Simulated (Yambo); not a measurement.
G0W0@PBEsol for SrClF (space group P4/nmm, No. 129) in Yambo. Reference settings: 4×4×2 Γ-centred k mesh, 131 bands and a 6 Ry block in the screening, 131 bands in G with the Bruneval-Gonze terminator, plasmon pole fitted at 27.2 eV. The PBEsol gap Γ → Γ on this mesh is 5.78 eV; G0W0 gaps are taken between the same points.

With and without the terminator, as bands are cut:

```csv
bands in G (in W),"gap, terminator (eV)","gap, none (eV)","valence shift, terminator (eV)","valence shift, none (eV)"
40 (40),9.263,9.256,-1.387,-1.012
55 (55),8.991,8.980,-1.481,-1.136
77 (77),8.866,8.864,-1.631,-1.376
104 (104),8.794,8.794,-1.712,-1.521
131 (131),8.758,8.755,-1.761,-1.613
```

Over this range the gap spans 0.505 eV with the terminator and 0.501 eV without, the valence shift 0.374 eV and 0.601 eV. Neither column has reached its limit for certain.

Geometry of the Materials Project entry, not relaxed at this level; primitive cell a = b = 4.130 Å, c = 6.977 Å, α = β = γ = 90.00°.

A shift is the quasiparticle energy of the state minus its PBEsol energy.
